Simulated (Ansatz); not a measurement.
Ba$_{2}$CdMoO$_{6}$:
```
CELL_PARAMETERS angstrom
      0.00000     4.17413     4.17413
      4.17413     0.00000     4.17413
      4.17413     4.17413     0.00000
ATOMIC_POSITIONS crystal
  Ba 0.25000 0.25000 0.25000
  Ba 0.75000 0.75000 0.75000
  Cd 0.50000 0.50000 0.50000
  Mo 0.00000 0.00000 0.00000
  O  0.77043 0.22957 0.22957
  O  0.22957 0.77043 0.77043
  O  0.22957 0.77043 0.22957
  O  0.77043 0.22957 0.77043
  O  0.22957 0.22957 0.77043
  O  0.77043 0.77043 0.22957
```

Relaxed with r²SCAN.

Task: Map the electron localisation function on the plane through (0.250, 0.250, 0.250) spanned by u = [1, 0, 0] and v = [-1, 1, 1] in lattice vectors, from DFT-r²SCAN in the program Ansatz with PAW potentials.

Result: x is the fraction of u, y of v (the angle between them is 90°; rows are the nearest grid lines); atoms in the plane: Ba at (0.00, 0.00), Ba at (0.00, 0.50), Cd at (0.50, 0.25), Mo at (0.50, 0.75), O at (0.50, 0.98), O at (0.50, 0.52).
```
|  .#@@#: .*%@%*=*%@%*. :#@@#.  |
|:-#@@%+. :*%%%*+*%%%*: .+%@@#-:|
|%%@@@#-  .=#%%%%%%%#=.  -#@@@%%|
|@@%#=.    .::-----::.    .=#%@@|
|::.        .=*###*=.        .::|
|        ...+%%*=*%%+...        |
|        ...+%#=:=#%+...        |
|          .-*%%#%%*-.          |
|#*+:.      ..:-=-:..      .:+*#|
|@@@@%=.  .:+*##%##*+:.  .=%@@@@|
|%%@@@#-  .=#%%%%%%%#=.  -#@@@%%|
|  -%@@*. :*%%#=:=#%%*: .*@@%-  |
|  -%@@#: .+%%%%#%%%%+. :#@@%-  |
|%%@@@%=.  :-+*###*+-.  .=%@@@%%|
|@@@@%+:    ....:....    :+%@@@@|
|##+-.      .::---::.      .-+##|
|         ..-=+*#*+=-..         |
|         .:=+#@@@#+=:.         |
|         .:=+*%@%*+=:.         |
|::.       .:-=+++=-:.       .::|
|@@%#+:       .....       :+#%@@|
|%%@@@%=.  .-+*###*+-:  .=%@@@%%|
|:-#@@@*. .-*%%%%%%%*-. .*@@@#-:|
|  .#@@#: .*%@%*=*%@%*. :#@@#.  |
```
Scale: ten equal steps from -0.001 (start of ' ') to 0.920 (end of '@'), in the order ' .:-=+*#%@'; x runs from 0.000 to 1.00, y from 0.000 (bottom) to 1.00 (top).

The density is the valence pseudo-density with augmentation charge, so density and ELF within about 1 Å of a nucleus are not all-electron values.

Space group Fm-3m. The workflow started from a Materials Project entry (that database holds measured and hypothetical structures alike); the Crystallography Open Database copy checked does not list it. Its standing as an ambient phase is unchecked. Symmetry was held in the r²SCAN relaxation; its stability against distortions is not shown here. The run is not spin-polarised. No Hubbard U is applied. Scalar-relativistic: spin–orbit coupling is off unless named, which matters more the heavier the elements.

Potentials: the later of the program's two PAW sets.
